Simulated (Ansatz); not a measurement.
GaAs (wurtzite, space group No. 186), plane-wave PAW r²SCAN (Ansatz code). The conduction-band minimum lies at Γ, with 1 equivalent valley. Second derivatives d²E/dk² of the lowest band at one valley (eV·Å²), along Cartesian directions:

| direction | d²E/dk² |
|---|---|
| [100] | 130.8 |
| [010] | 130.8 |
| [001] | 153.9 |
| [110] | 130.8 |
| [101] | 142.5 |
| [011] | 142.5 |

### Question
Find the principal effective masses, the density-of-states mass and the conductivity mass.

### Answer
Off-diagonal terms follow from H_xy = H[110] − (H_xx + H_yy)/2, and m*/mₑ = 7.620 eV·Å² over each eigenvalue: 0.050, 0.058, 0.058. One valley's DOS mass (m₁m₂m₃)^(1/3) = 0.055, conductivity mass 3/(Σ 1/mᵢ) = 0.055 mₑ.

### Question
What effective density of states Nc follows at 300 K for parabolic valleys?

### Answer
Nc = 2.509e19 × 1 × (0.055)^(3/2) ≈ 3.2e17 cm⁻³.

Space group P6_3mc (wurtzite). The workflow started from a Materials Project entry (that database holds measured and hypothetical structures alike); the Crystallography Open Database copy checked does not list it. It is not the phase usual at ambient conditions (space group No. 216). The r²SCAN relaxation kept the symmetry of its start; whether a distortion lowers the energy is not shown. Scalar-relativistic: spin–orbit coupling is off unless named, which matters more the heavier the elements.

Potentials: the later of the program's two PAW sets.

Edges and masses are those of Kohn–Sham bands, whose gap is no quasiparticle gap.
